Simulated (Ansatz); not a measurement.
**Hg$_{2}$Pb at 0.9 GPa (stress–strain coefficients): relaxed-ion elastic tensor**

Method: DFT PBE, scalar-relativistic, plane waves, PAW (Ansatz). Settings: 420 eV plane-wave cutoff, Γ-centred 10×10×10 mesh, Fermi-Dirac smearing of 0.15 eV. No spin polarisation.

The cell is fixed (symmetry leaves no force on the atoms) and stands under 0.9 GPa:
```yaml
crystal:
  lattice:
    - [0.00000, 3.61500, 3.61500]
    - [3.61500, 0.00000, 3.61500]
    - [3.61500, 3.61500, 0.00000]
  atoms:
    - { symbol: Pb, position: [0.00000, 0.00000, 0.00000] }
    - { symbol: Hg, position: [0.25000, 0.25000, 0.25000] }
    - { symbol: Hg, position: [0.75000, 0.75000, 0.75000] }
```

The cell is the ideal cubic antifluorite prototype; whether it is the stable structure of this composition wasn't checked. In a metal, frequencies and elastic constants depend on the k mesh and the smearing, soft modes and shear constants most. Spin–orbit coupling is left out, which can shift energies with elements as heavy as these.

(1) Give the relaxed-ion elastic constants (GPa, Voigt order xx yy zz yz xz xy, on the axes of the cell above).

(2) Is the crystal stable against homogeneous strain?

Answers

(1)
C11 = 33.3, C12 = 31.0, C13 = 31.0, C22 = 33.3, C23 = 31.0, C33 = 33.3, C44 = -3.7, C55 = -3.7, C66 = -3.7 GPa; the others vanish.

(2) Too close to call: the least eigenvalue is -3.7 GPa, within what the k mesh leaves open in a metal.

Cost: 1 run of about 3.7 core-minutes, on Intel Xeon Platinum 8259CL (Skylake/Cascade Lake) (shared hosts).